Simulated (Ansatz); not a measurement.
A relaxed cell of CdTeF6 is given with its symmetry left out. The cell was found from a structure generator's guess, not taken from experiment.

All numbers below come from Ansatz 0.2.0, DFT PBE, scalar-relativistic, plane waves, PAW. Cutoff 420 eV, Γ-centred mesh, Gaussian smearing, no spin polarisation.

```
CELL_PARAMETERS angstrom
0.00000 4.34630 4.34630
4.34630 0.00000 4.34630
4.34630 4.34630 0.00000
ATOMIC_POSITIONS crystal
Cd 0.00000 0.00000 0.00000
Te 0.50000 0.50000 0.50000
F 0.74029 0.25971 0.25971
F 0.25971 0.74029 0.74029
F 0.25971 0.74029 0.25971
F 0.74029 0.25971 0.74029
F 0.25971 0.25971 0.74029
F 0.74029 0.74029 0.25971
```

Energies over the elements count from the elements' standard structures at the same level (F₂ as a molecule), with no fitted energy shifts.

**Question.** What space group does it have?

**Answer.** Fm-3m (No. 225). Conventional cell: a = 8.693 Å. Cd has 6 F at 2.26 Å; Te is surrounded by 6 F at 2.09 Å; around F lie 1 Te at 2.09 Å and 1 Cd at 2.26 Å.

**Question.** How far does it lie from the elements in energy?

**Answer.** −2.089 eV/atom. A negative formation energy is needed for stability but isn't enough: competing phases decide.

**Question.** Is it a metal?

**Answer.** No, the gap on the 6×6×6 mesh is 2.74 eV.

The last run used a 6×6×6 mesh for its 8-atom cell and Gaussian smearing of 0.02 eV. Spin–orbit coupling, which can matter for Te, is left out. Kohn–Sham gaps at this level usually fall short of measured ones. The missing spin–orbit coupling can work the other way here. The reference form of Te is held partly by dispersion forces, which this level lacks. A later test with randomly moved atoms ended 2 meV/atom lower on a coarse mesh, in P-1 at a loose tolerance, which is no clear verdict on its stability.
